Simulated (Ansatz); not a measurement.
LuPb2:
```cif
data_LuPb2
_chemical_formula_sum 'Lu1 Pb2'
_space_group_name_H-M_alt 'P 1'
_space_group_IT_number 1
_cell_length_a 6.12109
_cell_length_b 6.12109
_cell_length_c 6.12109
_cell_angle_alpha 142.669
_cell_angle_beta 142.669
_cell_angle_gamma 53.823
loop_
_space_group_symop_operation_xyz
  'x, y, z'
loop_
_atom_site_label
_atom_site_type_symbol
_atom_site_fract_x
_atom_site_fract_y
_atom_site_fract_z
_atom_site_occupancy
Lu1 Lu 0.00000 0.00000 0.00000 1
Pb1 Pb 0.33802 0.33802 0.00000 1
Pb2 Pb 0.66198 0.66198 0.00000 1
```

Relaxed with r²SCAN.

Q: Tabulate the valence density and the electron localisation function along the shortest Pb–Pb contact (3.37 Å), plane-wave PAW r²SCAN (Ansatz code).

A: 

```tsv
distance from Pb (Å)	density (e/Å³)	ELF
0.34	6.97	0.02
0.51	4.46	0.11
0.67	2.50	0.28
0.84	1.25	0.39
1.01	0.63	0.39
1.18	0.35	0.35
1.35	0.22	0.32
1.52	0.17	0.28
1.69	0.15	0.25
1.85	0.17	0.28
2.02	0.22	0.32
2.19	0.35	0.35
2.36	0.63	0.39
2.53	1.25	0.39
2.70	2.50	0.28
2.87	4.46	0.11
3.03	6.97	0.02
```

The density is the valence pseudo-density with augmentation charge, so density and ELF within about 1 Å of a nucleus are not all-electron values.

Space group I4/mmm (MoSi2 or CaC2 type). The workflow started from an entry of the Crystallography Open Database (COD). Whether it is the stable phase at ambient conditions was not checked. Symmetry was held in the r²SCAN relaxation; whether a distortion lowers the energy is not shown. Scalar-relativistic: spin–orbit coupling is off unless named, which matters more the heavier the elements.

Potentials: the later of the program's two PAW sets.
